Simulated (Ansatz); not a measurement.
Input and command of a plane-wave DFT calculation in Ansatz:

```yaml
crystal:
  lattice:
    - [-1.5649815521, 2.2401888207, 3.4878888536]
    - [1.5649815521, -2.2401888207, 3.4878888536]
    - [1.5649815521, 2.2401888207, -3.4878888536]
  atoms:
    - { symbol: Co, position: [0.0, 0.0, 0.0] }
    - { symbol: B, position: [0.7071552699, 0.5, 0.2071552699] }
    - { symbol: B, position: [0.2928447301, 0.5, 0.7928447301] }
    - { symbol: W, position: [0.2988421348, 0.7988421348, 0.5] }
    - { symbol: W, position: [0.7011578652, 0.2011578652, 0.5] }
basis:
  ecutwfc: 420
kpoints:
  mp_grid: { grid: [14, 14, 14] }
hamiltonian:
  xc: pbesol
scf:
  occupations: { method: gaussian, width: 0.1 }
output:
  forces: true
  stress: true
  eigenvalues: true
relax:
  adjacent_minimum: "off"
  f_tol: 0.01
  max_steps: 30
  cell: { stress_tol: 0.1, fix: [volume] }
```

```bash
ansatz run input.yaml --threads 1 --pin off --max-ram 2560MiB --backend cpu --events-out ev --progress --plain --runs-dir out
```

Processor: Arm Neoverse V1, 1 thread, on a host shared with other jobs.

Task: Estimate time, memory and problem size.

Result: About 3.1 min on 1 thread of Arm Neoverse V1, on a shared host, peak memory 0.75 GiB. It solves 31 bands at 428 k points (the mesh reduced by symmetry) with about 977 plane waves, in 33 SCF iterations over 5 ionic steps.
